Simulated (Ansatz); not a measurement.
LaScO₃ in space group Pnma (No. 62; La on 4c, Sc on 4a, O on 4c, O on 8d), LDA in the plane-wave PAW code Ansatz. The conduction-band minimum lies at Γ, with 1 equivalent valley. Second derivatives d²E/dk² of the lowest band at one valley (eV·Å²), along Cartesian directions:

```tsv
direction	d²E/dk²
[100]	8.407
[010]	6.804
[001]	4.290
[110]	7.607
[101]	6.345
[011]	5.547
```

Question: Find the principal effective masses, the density-of-states mass and the conductivity mass.

Answer: Off-diagonal terms follow from H_xy = H[110] − (H_xx + H_yy)/2, and m*/mₑ = 7.620 eV·Å² over each eigenvalue: 0.91, 1.1, 1.8. One valley's DOS mass (m₁m₂m₃)^(1/3) = 1.2, conductivity mass 3/(Σ 1/mᵢ) = 1.2 mₑ.

Question: What effective density of states Nc follows at 300 K for parabolic valleys?

Answer: Nc = 2.509e19 × 1 × (1.2)^(3/2) ≈ 3.3e19 cm⁻³.

Question: With the computed static dielectric constant 29.5 (mean of the diagonal), estimate a hydrogenic donor's binding energy and radius.

Answer: E = 13.606 eV × 1.2/29.5² ≈ 19 meV; a = 0.529 Å × ε/m* ≈ 13 Å. Semilocal masses tend to be too small where the gap is.

The LDA relaxation kept the symmetry of its start; of distortions, only those at the zone centre were tested. The run is not spin-polarised. Spin–orbit coupling is left out wherever it is not named.

Potentials: the later of the program's two PAW sets.
